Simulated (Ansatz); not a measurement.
# H4NClO: what each run costs

Cell: 28 atoms, space group P2_1/c, a = 6.950 Å, b = 5.950 Å, c = 7.700 Å, α = 90.00°, β = 120.80°, γ = 90.00°.

All runs are DFT with Ansatz 0.2.0 on 2 threads of Arm Neoverse N1 (aarch64; 36 cores open to the job, memory cap 5.0 GiB, no GPU), a shared host.

**Question.** Rank the runs by wall time, shortest first.
A. single point, PBE, 420 eV, 6×6×5 k-points, smearing 0.05 eV
B. single point at relaxed positions, r2SCAN, 500 eV, 6×6×5 k-points, smearing 0.05 eV
C. relaxation of the ions, PBE, 420 eV, 6×6×5 k-points, smearing 0.05 eV

**Answer.** A (1.9 min, 1.1 GiB), B (4 min, 1.8 GiB), C (9.9 min, 1.3 GiB).
